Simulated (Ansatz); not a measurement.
Al₂Cu (Al2Cu type, space group I4/mcm)

```
Al2Cu
1.0
   -3.02975     3.02975     2.43725
    3.02975    -3.02975     2.43725
    3.02975     3.02975    -2.43725
Al Cu
4 2
Direct
  0.15828   0.65828   0.81655
  0.34172   0.15828   0.50000
  0.65828   0.84172   0.50000
  0.84172   0.34172   0.18345
  0.75000   0.75000   0.00000
  0.25000   0.25000   0.00000
```

This relaxed cell (volume V₀) is scaled evenly in all directions, its shape held. The atoms relax within the cell's symmetry.

All values below come from PBE (plane waves to 420 eV, PAW, scalar-relativistic; Ansatz, a first-principles code). k mesh 13×13×13 (Γ-centred), Fermi-Dirac smearing 0.05 eV. Stress and pressure are positive under compression. Al2Cu is run without spin polarisation. Al2Cu was relaxed with its symmetry unable to fall.

At one point of the scan the stress tensor (GPa) is:

```
    3.3      0.0      0.0
    0.0      3.3      0.0
    0.0      0.0      3.1
```

### Question
Which point is it?
(A) V/V₀ = 0.980
(B) V/V₀ = 0.950
(C) V/V₀ = 0.990
(D) V/V₀ = 0.970

### Answer
D, V/V₀ = 0.970

(Under strain, the slope of the energy per volume gives the stress and its curvature an elastic modulus.)
